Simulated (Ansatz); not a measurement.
The relaxed structure here is a generated cell of Pt: the first start was made by placing the elements on the sites of a structure type, and the end was not matched to a known phase here, so it may be hypothetical. Known forms of Pt include space group No. 225.

One starting cell of Pt (a generated cell, Pt placed in the AFLOW prototype A_tP12_96_ab (as in Si)) was relaxed twice with Ansatz (plane waves, PAW, scalar-relativistic): with r2SCAN at 500 eV and with PBE at 420 eV. The r2SCAN result:

Space group P4₃2₁2 (No. 96); a = b = 5.0704 Å, c = 7.7284 Å, α = β = γ = 90.00°

```csv
atom,site,symmetry,x,y,z
Pt,4a,..2,0.2095,0.2095,0.0000
Pt,8b,1,0.2129,0.3275,0.3363
```

| quantity | r2SCAN | PBE |
|---|---|---|
| space group | P4₃2₁2 | P4₃2₁2 |
| volume (Å³/atom) | 16.56 | [?] |
| a (Å) | 5.070 | [?] |
| c (Å) | 7.728 | [?] |
| gap (eV, no spin-orbit coupling) | 0.00 | [?] |

Fill in the PBE column.


- volume (Å³/atom), PBE: 16.92
- a (Å), PBE: 5.111
- c (Å), PBE: 7.774
- gap (eV, no spin-orbit coupling), PBE: 0.00

Both levels end in the same structure; PBE's volume is 2.2 % larger. Neither column is exact.

No spin polarisation in the result.

The run could not lose the symmetry of its start, so the end can be a saddle point.

Ansatz is a quantum-chemistry and plane-wave program.
